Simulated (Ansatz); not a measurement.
A trial structure of Ga₃O₂ was built thus: random cell by space group and Wyckoff sites (P4/mmm, No. 123). Lengths were set from tabulated atomic sizes, so they are only a guess.

Space group P4/mmm (No. 123). a = 3.618 Å, b = 3.618 Å, c = 6.633 Å, α = 90.00°, β = 90.00°, γ = 90.00°
```json
{"atom": "Ga", "site": "1d", "symmetry": "4/mmm", "x": "0.5000", "y": "0.5000", "z": "0.5000"}
{"atom": "Ga", "site": "2g", "symmetry": "4mm", "x": "0.0000", "y": "0.0000", "z": "0.2436"}
{"atom": "O", "site": "2e", "symmetry": "mmm.", "x": "0.0000", "y": "0.5000", "z": "0.5000"}
```

The calculation used Ansatz, DFT PBE, scalar-relativistic, plane waves, PAW. Cutoff 420 eV, Gaussian smearing, Γ-centred meshes. Cell and atoms relax first on a coarse mesh and then on a finer one. In between, the cell is made exact in the group found at 0.06 Å. In metals the finer mesh still leaves noise of several meV/atom or more. The steps can't lower the symmetry of their start. No spin polarisation in the relaxation; trial moments died out in a coarse test.

A guess keeps its type if space group and coordination stay and the shape of the cell changes little (axis ratios within about 15 %, angles within 6°); the volume may change.

Problem. Will the relaxed cell still be of the starting type?

Solution. It keeps its type. The symmetry stays P4/mmm (No. 123). The volume per atom grows by 19.9 %, from 17.4 to 20.8 Å³. The shortest distance goes from 1.81 Å (Ga–O) to 1.99 Å (Ga–O). The ratio c/a of the conventional cell changes by a factor of 0.90. Counting neighbours within 15 % of an atom's shortest distance, the start has Ga 4, O 2 and the end Ga 4, O 2.

The zero of energy is the elements' standard structures at the same level (O₂ as a molecule); no fitted shifts are applied.

Problem. At what energy does it end?

Solution. −0.53 eV/atom.

The last run used a 10×10×6 mesh (in the run's order of axes) for its 5-atom cell and Gaussian smearing of 0.10 eV. Weakly bound directions are ill-defined at this level, which has no dispersion term. An odd number of electrons in the primitive cell allows no gap without spin; a larger cell or a magnetic state could open one. A structure relaxed within its symmetry needn't be a true minimum. Another cell of Ga3O2 relaxed alike, in Fmm2, lies 0.41 eV/atom lower, so this cell isn't the stable form at this level.
